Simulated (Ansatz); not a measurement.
The start is a relaxed Ru cell displaced along its unstable phonon at q = (½, 0, 0) of its primitive reciprocal cell (69i cm⁻¹), largest move 0.15 Å. Cell shape, volume and atoms are optimised at zero target pressure with PBE (plane waves to 420 eV, PAW, scalar-relativistic; Ansatz, a quantum-chemistry and plane-wave program). The first steps use a coarse 5×10×5 k-mesh.

Input geometry:
```
Ru
1.0
    7.44285     0.00000     0.00000
   -1.86071     3.22285     0.00000
    0.00000     0.00000     6.74274
Ru
8
Cartesian
 -0.07500   2.27847   0.46268
  3.79642   2.01866   0.46268
  1.93571   0.94438   3.83405
  5.50714   1.20419   3.83405
  1.78571   1.20419   6.28006
  5.65714   0.94438   6.28006
  0.07500   2.01866   2.90869
  3.64642   2.27847   2.90869
```

| Item | Result |
|---|---|
| Largest initial force | 0.31 eV/Å, on Ru1, Ru2, Ru3, Ru4, Ru5, Ru6, Ru7, Ru8 (atoms numbered as listed) |
| Energy released | 1.18 eV/atom |
| Volume change | -31.9 %, from 20.22 to 13.77 Å³/atom |
| Relative to the parent | It does not go back: it reaches P6₃/mmc (No. 194), hcp (Mg type), 1.20 eV/atom below the parent |
| Band gap at the end | no gap (metallic) |
| Optimiser moves | 21 |

Relaxed structure:

Space group P6₃/mmc (No. 194); a = b = 2.722 Å, c = 4.291 Å, α = β = 90.00°, γ = 120.00°

```tsv
atom	site	symmetry	x	y	z
Ru	2c	-6m2	0.3333	0.6667	0.2500
```

Final values are on a 20×20×11 k-mesh of the relaxed cell. No spin polarisation in the result.

The run could not lose the symmetry of its start.

Of the parent cell (P6₃/mmc (No. 194)): it is a generated cell of Ru: the first start was made by placing the elements on the sites of a structure type, and the end was not matched to a known phase here, so it may be hypothetical. A known form of Ru has the same space group but another cell.
